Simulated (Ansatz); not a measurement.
Relaxed-ion elastic tensor of KF (rock salt, Fm-3m) in GPa (Voigt order), DFT-r²SCAN in the program Ansatz with PAW potentials; density 2.56 g/cm³, 18.81 Å³ per atom.

```
77.3  14.3  14.3   0.0   0.0   0.0
14.3  77.3  14.3   0.0   0.0   0.0
14.3  14.3  77.3   0.0   0.0   0.0
 0.0   0.0   0.0  12.3   0.0   0.0
 0.0   0.0   0.0   0.0  12.3   0.0
 0.0   0.0   0.0   0.0   0.0  12.3
```

Task: Is the crystal mechanically stable?

Result: Yes: the smallest eigenvalue of C is 12.3 GPa.

Task: Work out the Voigt, Reuss and Hill averages.

Result: K_V = 35.3, K_R = 35.3, K_H = 35.3; G_V = 20.0, G_R = 16.3, G_H = 18.1 GPa.

Task: Give Young's modulus, Poisson's ratio, Pugh's ratio and the universal anisotropy index.

Result: E = 9KG/(3K + G) = 46.4 GPa; ν = 0.28; K/G = 1.95 (ductile by the Pugh limit of 1.75); A_U = 5G_V/G_R + K_V/K_R − 6 = 1.13.

Task: Estimate the sound speeds and the Debye temperature.

Result: v_l = √((K + 4G/3)/ρ) = 4820 m/s, v_t = √(G/ρ) = 2660 m/s, mean 2960 m/s; Θ = (h/k)(3n/4πV)^(1/3) v_m = 332 K.

Task: Give the Zener ratio and Young's modulus along [100], [110] and [111].

Result: A = 2C44/(C11 − C12) = 0.39; 1/E = S11 − 2(S11 − S12 − S44/2)Γ with Γ = 0, 1/4, 1/3 gives 72.8, 38.3, 33.1 GPa.

Task: Solve the Christoffel equation for the three sound speeds along [100], [110], [111].

Result: Eigenvalues of C_ijkl n_j n_l equal ρv². In km/s, slowest first: [100] 2.19, 2.19, 5.49; [110] 2.19, 3.50, 4.76; [111] 3.13, 3.13, 4.49.

The cell was relaxed with r²SCAN under the symmetry of its start.

Potentials: the earlier of the program's two PAW sets. The files were generated under PBE; for other functionals the program regenerates the frozen cores, and for LDA and PBEsol the local potential too.
